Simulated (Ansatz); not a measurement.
**Trial structures of P₂C₂O: starts and ends**

Method: DFT PBE+D3(BJ), scalar-relativistic, plane waves, PAW in Ansatz 0.2.0. All cells share a 420 eV cutoff and Γ-centred k meshes spaced at most about 0.3 Å⁻¹ (about 0.25 or finer for metals, 2π included). No spin polarisation in the final relaxations.

Each guess was relaxed in cell and atoms at zero pressure, within the symmetry of its start. These are static total energies at zero pressure. Coordination counts C or P atoms around O (for each partner element, those within 1.25 times its shortest distance or 1.15 times the sum of covalent radii, where it is the nearest in units of that sum or under 1.3; the shortest distance is added where it is long for a bond).

```
guess      made from  start group  V start (Å³/atom)  end group  V end (Å³/atom)  coordination at the end  gap on mesh (eV)  E over the lowest end (meV/atom)
    1  Dy2Ni2Sn type         Immm               14.7          ?                ?                        ?                 ?                                 ?
    2  Tb2ZnNi2 type         Immm               15.6       Immm             12.2           O 4 from 2.3 Å                 0                               314
    3   YSi2Ir2 type       I4/mmm               14.7     I4/mmm              8.4           O 8 from 2.4 Å                 0                               329
    4    random cell       P6/mmm               17.2     P6/mmm             11.1                      O 2                 0                               306
    5   Nd2TeO2 type       I4/mmm               14.5     I4/mmm              8.8                      O 2                 0                               395
    6   CaCu2S2 type        P-3m1               13.5      P-3m1             10.3           O 6 from 2.3 Å                 0                                 0
```

Guess 1 as it starts:

```
P C O
1.0
    -1.93330    2.54429    3.73545
     1.93330   -2.54429    3.73545
     1.93330    2.54429   -3.73545
P C O
2 2 1
Cartesian
  0.0000 1.0732 3.7355
  1.9333 1.4711 0.0000
  1.9333 0.0000 2.2210
  0.0000 2.5443 1.5145
  0.0000 0.0000 0.0000
```

**Question.** Predict the end of this guess and its energy over the lowest end.

**Answer.** It ends in space group Immm (No. 71), with a = 3.596 Å, b = 4.899 Å, c = 5.778 Å, 10.2 Å³/atom and no gap. It lies 1.09 eV/atom over the lowest end, above guess 5 and so the highest of the set. Counting C or P atoms around O, this end has O 4 from 2.2 Å and the lowest (guess 6) has O 6 from 2.3 Å. This end holds P–P chains (shortest 2.43 Å); in the lowest (guess 6) the shortest P–P distance is 2.87 Å.

```cif
data_structure
_symmetry_space_group_name_H-M 'Immm'
_symmetry_Int_Tables_number 71
_cell_length_a 3.5959
_cell_length_b 4.8991
_cell_length_c 5.7785
_cell_angle_alpha 90.000
_cell_angle_beta 90.000
_cell_angle_gamma 90.000
_cell_volume 101.80
loop_
_atom_site_label
_atom_site_type_symbol
_atom_site_symmetry_multiplicity
_atom_site_Wyckoff_symbol
_atom_site_fract_x
_atom_site_fract_y
_atom_site_fract_z
_atom_site_occupancy
P1 P 4 h 0.00000 0.25182 0.50000 1
C1 C 4 j 0.50000 0.00000 0.23650 1
O1 O 2 a 0.00000 0.00000 0.00000 1
```

The zero of energy is the elements' standard structures at the same level (O₂ as a molecule); no fitted shifts are applied. The references include black phosphorus.

**Question.** Is the lowest end bound against the elements?

**Answer.** No: its formation energy is +0.39 eV/atom. A positive value: parting into the elements would lower its energy.

For metals, differences of a few meV/atom aren't resolved. A magnetic state wasn't ruled out in cells without spin, among them P-3m1, I4/mmm at 8.4 Å³/atom, I4/mmm at 8.8 Å³/atom. Cells relaxed within their symmetry can be saddle points. A lower structure may well exist outside this small set. Some structure types and database cells were kept out of the candidates from the start, so a known form may be missing.
